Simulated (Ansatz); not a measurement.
# One compound in many structure types

A comparison from first-principles data. Relaxing one composition in several structure types shows which are competitive, which pressure would favour, and how volume and gap change with structure.

NiSi2, fluorite or antifluorite type serves as the reference. The reference is the lowest phase computed, which need not be the stable form in nature.

**Data**

Methods, by column (Ansatz, a plane-wave PAW program): energy: PBE, total energy at 0 K with the change to a 700 eV cutoff added (comparable within one formula alone); volume per atom: PBE, relaxed cell; gap: PBE; bulk modulus: PBE, equation-of-state fit.

Definitions used: ΔE = E − E_ref; ΔV = V − V_ref; temperature scale ΔE/k_B = 11.605 K/meV × ΔE.

```tsv
crystal	E (eV/atom)	V (Å³/atom)	gap (eV)	B₀ (GPa)	ΔE (meV/atom)	ΔV (Å³/atom)	ΔE/k_B (K)
NiSi2, C54 type, Fddd	−2370.454	12.74	0.00	–	347.0	−0.71	4000
NiSi2, AlB2 type, P6/mmm	−2370.204	13.11	0.00	134	597.0	−0.34	6900
NiSi2, C49 type, Cmcm	−2370.432	12.85	0.00	108	369.0	−0.60	4300
NiSi2, fluorite or antifluorite type, reference	−2370.801	13.45	0.00	143	0.0	0.00	0
NiSi2, Al2Cu type, I4/mcm	−2370.671	12.56	0.00	153	130	−0.89	1500
```

Started from generated or typed cells, with no claim that the phase is known: NiSi2, C54 type, Fddd; NiSi2, AlB2 type, P6/mmm; NiSi2, C49 type, Cmcm; NiSi2, Al2Cu type, I4/mcm. Run without spin polarisation: NiSi2, C54 type, Fddd, NiSi2, AlB2 type, P6/mmm, NiSi2, C49 type, Cmcm, NiSi2, fluorite or antifluorite type, NiSi2, Al2Cu type, I4/mcm. No gap (0.00) means none at this level, which can close a small real gap. Spin–orbit coupling is left out unless named.

**Worked example**

Arithmetic for NiSi2, AlB2 type, P6/mmm:

1. ΔE = 1000 × (−2370.204 − (−2370.801)) = 597.0 meV/atom
2. ΔV = 13.11 − 13.45 = −0.34 Å³/atom
3. ΔE/k_B: 11.605 × 597.0 = 6900 K

**Result**

In order of ΔE, lowest first: NiSi2, fluorite or antifluorite type (0.0 ± 5.0), NiSi2, Al2Cu type, I4/mcm (130 ± 5.0), NiSi2, C54 type, Fddd (347.0 ± 5.0), NiSi2, C49 type, Cmcm (369.0 ± 5.0), NiSi2, AlB2 type, P6/mmm (597.0 ± 5.0). The ± follows from allowances picked for this note (energy 0.004 eV/atom, 3 meV/atom on the figure itself), carried to first order and added in quadrature, each row's own inputs moving alone; ≈ joins neighbours closer than their two ± added in quadrature.

Pareto front for low ΔE and low volume per atom: NiSi2, fluorite or antifluorite type (0.0, 13.45); NiSi2, Al2Cu type, I4/mcm (130, 12.56). The reference is on the front.

Denser than the reference, so favoured by pressure; with fixed volumes the enthalpies cross at P ≈ 0.1602 ΔE/|ΔV|: NiSi2, Al2Cu type, I4/mcm 0.1602 × 130/0.89 = 23 GPa, NiSi2, C54 type, Fddd 0.1602 × 347.0/0.71 = 78 GPa, NiSi2, C49 type, Cmcm 0.1602 × 369.0/0.60 = 99 GPa, NiSi2, AlB2 type, P6/mmm 0.1602 × 597.0/0.34 = 280 GPa. Each is against the reference alone, so another phase may come first, and differences in compressibility move them.

**Caveats**

Vibrational free energy is left out, and phases that were not computed could lie lower. Rows are a sample of the computed phases of this formula. Limits of the draw: a spread of over 30 meV/atom, none over 0.9 eV/atom above the reference, within 8 meV/atom of the lowest or within 3 meV/atom of a neighbour. As a rule kept out of such tables: 4f compounds, open-shell compounds run without a Hubbard term, cells found unstable in the tests at hand, cells close to a higher symmetry, and runs set to a pressure or over 12 % in volume from the crystal's fullest run. A dash marks a value that is not given here.
